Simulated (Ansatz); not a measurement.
The relaxed structure here is a generated cell of BaS3: the first start was made by a random draw of sites in a space group, and the end was not matched to a known phase here, so it may be hypothetical. Known forms of BaS3 include space group No. 113.

A relaxed structure of BaS3. Space group C2/m (No. 12). These are PBE (plane waves to 420 eV, PAW, scalar-relativistic; Ansatz, a quantum-chemistry and plane-wave program) values and carry that method's errors.

```cif
data_Ba2S6
_chemical_formula_sum 'Ba2 S6'
_space_group_name_H-M_alt 'P 1'
_space_group_IT_number 1
_cell_length_a 9.27704
_cell_length_b 9.27704
_cell_length_c 6.39262
_cell_angle_alpha 103.305
_cell_angle_beta 103.305
_cell_angle_gamma 29.913
loop_
_space_group_symop_operation_xyz
  'x, y, z'
loop_
_atom_site_label
_atom_site_type_symbol
_atom_site_fract_x
_atom_site_fract_y
_atom_site_fract_z
_atom_site_occupancy
Ba1 Ba 0.80759 0.80759 0.28378 1
Ba2 Ba 0.19241 0.19241 0.71622 1
S1 S 0.44048 0.44048 0.98021 1
S2 S 0.55952 0.55952 0.01979 1
S3 S 0.19399 0.19399 0.21658 1
S4 S 0.80601 0.80601 0.78342 1
S5 S 0.56734 0.56734 0.71434 1
S6 S 0.43266 0.43266 0.28566 1
```

- Volume per atom: 33.31 Å³
- Band gap: no clear gap: the sampled points leave 0.19 eV away from the symmetry points, which may be a band crossing missed between them
- Smallest direct gap: 0.30 eV at M2
- Shortest distances: S–S 1.99 Å; Ba–S 3.11 Å
- k-mesh: 10×10×8

Band energies at high-symmetry points (eV from the VBM; labels of this space group; no spin-orbit coupling), from −5 eV up to 4.0 eV:

```csv
point,energies
Γ,-4.34 -3.79 -2.76 -1.77 -1.54 -0.84 -0.75 -0.42 -0.32 -0.32 -0.19 -0.03 0.77 2.59 3.29 3.95 4.00
C,-4.62 -3.84 -3.01 -1.49 -1.41 -1.15 -0.82 -0.40 -0.26 -0.19 -0.18 -0.15 0.76 2.68 3.22 3.43 3.77
C2,-4.62 -3.84 -3.01 -1.49 -1.41 -1.15 -0.82 -0.40 -0.26 -0.19 -0.18 -0.15 0.76 2.68 3.22 3.43 3.77
Y2,-4.32 -3.87 -2.84 -1.55 -1.49 -1.07 -0.54 -0.38 -0.32 -0.27 -0.16 -0.03 0.44 2.74 3.24 3.39
M2,-4.27 -3.65 -2.95 -2.50 -1.24 -1.14 -0.93 -0.77 -0.65 -0.49 -0.46 -0.11 0.19 2.39 2.89 3.15
D,-4.57 -3.60 -3.19 -2.38 -1.23 -1.17 -0.95 -0.93 -0.77 -0.60 -0.28 -0.12 0.54 2.57 2.88 3.19
D2,-4.57 -3.60 -3.19 -2.38 -1.23 -1.17 -0.95 -0.93 -0.77 -0.60 -0.28 -0.12 0.54 2.57 2.88 3.19
A,-4.29 -3.56 -2.87 -2.54 -1.50 -1.20 -0.91 -0.85 -0.69 -0.48 -0.37 -0.01 0.57 2.32 2.69 3.05
```

The relaxed cell holds bonded S–S pairs (1.99 Å). No spin polarisation in the result.

The run could not lose the symmetry of its start: the end is stationary, and may be a saddle point rather than a minimum.
